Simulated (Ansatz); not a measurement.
Zr3Sn:
```xyz
8
Lattice="5.6355 0.0000 0.0000 0.0000 5.6355 0.0000 0.0000 0.0000 5.6355" Properties=species:S:1:pos:R:3 pbc="T T T"
Sn     0.0000     0.0000     0.0000
Sn     2.8178     2.8178     2.8178
Zr     1.4089     0.0000     2.8178
Zr     2.8178     4.2266     0.0000
Zr     4.2266     0.0000     2.8178
Zr     2.8178     1.4089     0.0000
Zr     0.0000     2.8178     4.2266
Zr     0.0000     2.8178     1.4089
```

Relaxed with r²SCAN. Special points in fractions of this cell's reciprocal vectors: Γ (0.000, 0.000, 0.000); X (0.000, 0.500, 0.000); M (0.500, 0.500, 0.000); R (0.500, 0.500, 0.500).

Question: List the band energies nearest the Fermi level at these points for r²SCAN with spin–orbit coupling (plane waves, PAW; program Ansatz).

Answer: In eV from the Fermi level; about four levels below and three above (degenerate sets whole), none deeper than 8.9 eV; points with the same levels are listed once.

```
k                                            below                above
-  -----------------------------------------------  -------------------
Γ                          -0.09 -0.09 -0.09 -0.09  0.55 0.55 0.55 0.55
X                          -0.28 -0.28 -0.28 -0.28  0.04 0.04 0.04 0.04
M                          -1.04 -1.04 -0.35 -0.35  0.15 0.15 0.63 0.63
R  -0.84 -0.84 -0.84 -0.84 -0.84 -0.84 -0.84 -0.84  0.64 0.64 0.64 0.64
```

Space group Pm-3n (A15 (Cr3Si type)). The workflow started from an entry of the Crystallography Open Database (COD). Its standing as an ambient phase is unchecked. The r²SCAN relaxation kept the symmetry of its start; its stability against distortions is not shown here. No spin polarisation was allowed.

Potentials: the later of the program's two PAW sets.
